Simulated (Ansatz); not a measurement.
**SrSi2Ag2: do energies and stresses tell the same story?**

Theory: DFT PBEsol, scalar-relativistic, plane waves, PAW (Ansatz).

Cutoff 420 eV; k points 12×12×12 on the computed 5-atom cell (Γ-centred); Gaussian smearing, width 0.10 eV; no spin polarisation.

Relaxed cell: I4/mmm, a = 4.334 Å, b = 4.334 Å, c = 10.398 Å, α = 90.00°, β = 90.00°, γ = 90.00°, 5 atoms in the primitive cell. Whether it is the stable form of this composition wasn't checked.

Energies at zero smearing and pressures from the stress tensor, at volumes with shape and atoms relaxed:
```
V (Å³/atom) E − E(first) (meV/atom) P (GPa)
     18.358                     0.00     6.01
     18.944                   -15.83     2.74
     19.530                   -20.68     0.00
     20.116                   -16.32    -2.31
     20.702                    -4.24    -4.24
```

Task: Check P = −dE/dV between neighbouring volumes, and get the bulk modulus from the pressures alone.

Result: With 1 eV/Å³ = 160.2 GPa:
```tsv
middle V (Å³/atom)	−ΔE/ΔV (GPa)	mean P (GPa)
18.651	4.328	4.379
19.237	1.327	1.371
19.823	-1.191	-1.154
20.409	-3.305	-3.272
```

The two differ by 0.05 GPa at most. The mean of two end pressures misses the average over a step by about ΔV² P″/12, up to 0.05 GPa here; with that taken off 0.00 GPa remains. Around V = 19.530 Å³/atom, the two neighbours give B = −V ΔP/ΔV = 19.530 × 5.05 / 1.172 = 84.2 GPa, against B0 = 83.8 GPa from the Birch–Murnaghan fit of the energies.